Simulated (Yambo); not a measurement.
```
CELL_PARAMETERS angstrom
      4.12963     0.00000     0.00000
      0.00000     4.12963     0.00000
      0.00000     0.00000     6.97661
ATOMIC_POSITIONS crystal
  F  0.50000 0.50000 0.00000
  F  0.00000 0.00000 0.00000
  Cl 0.50000 0.00000 0.64490
  Cl 0.00000 0.50000 0.35510
  Sr 0.00000 0.50000 0.79950
  Sr 0.50000 0.00000 0.20050
```

SrClF (space group P4/nmm, No. 129): mean Im ε in 1 eV windows above the direct gap of 8.76 eV, for different electron-hole kernels (Yambo, broadening 0.15 eV, norm-conserving PBEsol (Quantum ESPRESSO, 84 Ry, without SOC) bands; 6×6×4 mesh, 12 valence and 8 conduction bands, static screening with 67 bands and a 3 Ry block, scissor 2.98 eV, Tamm-Dancoff; field along x).

```csv
window (eV),independent quasiparticles,BSE
8.8 to 9.8,0.7,3.1
9.8 to 10.8,3.4,4.1
10.8 to 11.8,5.1,2.3
```

This run doesn't resolve bound excitons or single peaks, so only averages are given, and they too depend on the mesh; weight that the attraction moves below the gap isn't listed. All transitions below 11.87 eV are in the band window. The scissor comes from a G0W0 run whose convergence isn't established.

Geometry of the Materials Project entry, not relaxed at this level.
